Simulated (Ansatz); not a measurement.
A trial cell of Sr was relaxed with PBE (plane waves to 420 eV, PAW, scalar-relativistic; Ansatz, a first-principles code).

Before: Pmm2 (No. 25), oP4; a = 4.950 Å, b = 6.797 Å, c = 7.981 Å, α = β = γ = 90.00°.

After relaxation:

Simulated powder pattern, Mo Kα, λ = 0.71073 Å (kinematic, ideal powder, no thermal factors, no anomalous dispersion; the 24 strongest lines at most, above 1 %, up to 2θ = 45°):

```
2θ (°)  I/Imax (%)
------  ----------
11.72          100
13.54           53
19.19           42
22.54           54
23.56           16
27.27          7.6
29.77           23
30.56           21
33.56           16
35.66           18
38.95          4.9
40.81           17
41.41           10
43.77          6.7
```

**Question.** Identify the relaxed structure from its pattern: crystal system, space group and cell.

**Answer.** Cubic, Fm-3m (No. 225), cF4, fcc (Cu type); a = b = c = 6.030 Å, α = β = γ = 90.00°. Sites: Sr 4a (0.000, 0.000, 0.000).

**Question.** Index the strongest lines.

**Answer.** 11.72° (111), 13.54° (200), 19.19° (220), 22.54° (311), 29.77° (331).

No spin polarisation in the result.

The run could not lose the symmetry of its start.
